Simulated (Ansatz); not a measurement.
All numbers below come from Ansatz, DFT PBE, scalar-relativistic, plane waves, PAW. All cells share a 420 eV cutoff and Γ-centred k meshes spaced at most about 0.3 Å⁻¹ (about 0.25 or finer for metals, 2π included). No spin polarisation in the final relaxations.

These are static total energies at zero pressure.

Two forms of SiSn5 were relaxed alike.

A.

```
CELL_PARAMETERS angstrom
3.36710 0.00000 0.00000
-1.68355 2.91600 0.00000
0.00000 0.00000 15.84288
ATOMIC_POSITIONS crystal
Si 0.00000 0.00000 0.00000
Sn 0.66667 0.33333 0.85701
Sn 0.00000 0.00000 0.67611
Sn 0.66667 0.33333 0.50000
Sn 0.00000 0.00000 0.32389
Sn 0.66667 0.33333 0.14299
```

B.

```
CELL_PARAMETERS angstrom
5.96196 0.00000 0.00000
-2.98098 5.16321 0.00000
0.00000 0.00000 5.75254
ATOMIC_POSITIONS crystal
Si 0.00000 0.00000 0.00000
Sn 0.33333 0.66667 0.00000
Sn 0.66667 0.33333 0.00000
Sn 0.50000 0.00000 0.50000
Sn 0.50000 0.50000 0.50000
Sn 0.00000 0.50000 0.50000
```

Question: Which form is favoured at zero pressure, and by what margin per atom?

Answer: A is lower, by 276 meV/atom. A has Si and Sn ordered on hcp sites, space group P-6m2 (No. 187), 25.9 Å³/atom and no gap on its mesh; B has space group P6/mmm (No. 191), 29.5 Å³/atom and no gap. Counting Sn atoms around Si (those within 1.25 times the shortest such distance or 1.15 times the sum of covalent radii; a plus sign parts nearer from farther groups; the shortest distance is added where it is long for a bond), A has Si 6 from 3.0 Å and B has Si 6+12 from 3.4 Å. The denser one is the lower, and pressure would at first widen the difference. Even the lower one lies +0.22 eV/atom against the reference forms of the elements (uncorrected), so neither is stable at this level. Both come from invented guesses.

Cells relaxed within their symmetry can be saddle points.
